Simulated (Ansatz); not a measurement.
MnSO$_{4}$:
```
MnSO4
1.0
    2.64278    -4.02977     0.00000
    2.64278     4.02977     0.00000
    0.00000     0.00000     6.79578
Mn S O
2 2 8
Direct
  0.00000   0.00000   0.00000
  0.00000   0.00000   0.50000
  0.64708   0.35292   0.75000
  0.35292   0.64708   0.25000
  0.23137   0.30797   0.25000
  0.76863   0.69203   0.75000
  0.30797   0.23137   0.75000
  0.69203   0.76863   0.25000
  0.25318   0.74682   0.42971
  0.74682   0.25318   0.57029
  0.74682   0.25318   0.92971
  0.25318   0.74682   0.07029
```
The run is spin-polarised; directions of the spins, atom by atom: ↑ ↑ 0 0 0 0 0 0 0 0 0 0.

Relaxed with r²SCAN.

Problem. Give the Bader charges and basin volumes of the independent atoms, r²SCAN (plane waves, PAW; program Ansatz).

Solution. 

| atom | Bader charge (e) | Bader volume (Å³) |
|---|---|---|
| Mn1 | +1.63 | 10.1 |
| S3 | +4.09 | 3.5 |
| O5 | -1.43 | 14.6 |
| O9 | -1.43 | 14.6 |

Space group Cmcm. The first step of the workflow began from a Materials Project structure, measured or hypothetical; the Crystallography Open Database files this formula in space group No. 63, but the cells were not matched. Its standing as an ambient phase is unchecked. Symmetry was held in the r²SCAN relaxation; whether a distortion lowers the energy is not shown. The final state is ferromagnetic, chosen from 2 collinear starts compared on coarse meshes (ties went to the first, and starts can fall back to one state), not a proven ground state. The program gave a warning on the electronic state, which may not be the lowest. No Hubbard U is applied.

Potentials: the later of the program's two PAW sets.
